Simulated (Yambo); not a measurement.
BSE-type run in Yambo on CsCaH3 (cubic perovskite, space group Pm-3m, No. 221), at zero momentum.

Quantum ESPRESSO step (LDA, PseudoDojo standard norm-conserving files, scalar-relativistic):
```
&CONTROL
  calculation = 'nscf'
  pseudo_dir = './pseudo'
  outdir = './out'
/
&SYSTEM
  ibrav = 0
  nat = 5
  ntyp = 3
  ecutwfc = 74.0
  ecutrho = 296.0
  occupations = 'fixed'
  force_symmorphic = .true.
  nbnd = 51
/
&ELECTRONS
  conv_thr = 5e-09
  diago_full_acc = .true.
  diago_thr_init = 1e-08
/
ATOMIC_SPECIES
H 1.0080 H.upf
Ca 40.0780 Ca.upf
Cs 132.9055 Cs.upf
CELL_PARAMETERS angstrom
  4.621190000000   0.000000000000   0.000000000000
  0.000000000000   4.621190000000   0.000000000000
  0.000000000000   0.000000000000   4.621190000000
ATOMIC_POSITIONS crystal
H   0.500000000000   0.000000000000   0.500000000000
H   0.000000000000   0.500000000000   0.500000000000
H   0.500000000000   0.500000000000   0.000000000000
Ca   0.500000000000   0.500000000000   0.500000000000
Cs   0.000000000000   0.000000000000   0.000000000000
K_POINTS automatic
8 8 8 0 0 0
```

Yambo input:
```
rim_cut
optics
bse
bss
dipoles
em1s
RandQpts= 1000000
RandGvec= 1 Ry
FFTGvecs= 40 Ry
Chimod= "HARTREE"
BSKmod= "SEX"
BSEmod= "resonant"
BSSmod= "hs"
BSENGexx= 15 Ry
BSENGBlk= 1 Ry
% KfnQP_E
 2.521 | 1.0 | 1.0 |
%
% BSEQptR
 1 | 1 |
%
% BSEBands
 9 | 19 |
%
% BEnRange
 0.0 | 11.6 | eV
%
% BDmRange
 0.15 | 0.15 | eV
%
BEnSteps= 232
% BLongDir
 1.0 | 0.0 | 0.0 |
%
BSHayTrs= -0.02
BSSNEig= 24
WRbsWF
% BndsRnXs
 1 | 45 |
%
NGsBlkXs= 1 Ry
% LongDrXs
 1.0 | 1.0 | 1.0 |
%
```

From the report:

The dimension is k points × valence × conduction bands = 512 × 3 × 8 = 12288.
```
   [SLEPC] Approach                          : Krylov-Schur
   [SLEPC] Number of requested eigenvalues   :  24
   [SLEPC] Number of eigenvalues        [NEV]:  24
    [K] Dimension                                    :  12288
    [K] Bands                                        :   9  19
    [K] Exchange res                                 : yes
    [K] Correlation res                              : yes
    [K] W interaction is bare                        : no
    [K] RL vectors exchange                          :   691
    [K] RL vectors correlation                       :  19
    [W] Matrix size                                  :  19
    [W] Bands                                        :    1   45
    [W] Coulomb Cutoff                               : none
    [W] Hxc Kernel                                   : HARTREE
```

Geometry of the Materials Project entry, not relaxed at this level.

The structure is a Materials Project entry; no match was found in the copy of COD used, and its stability was not checked.
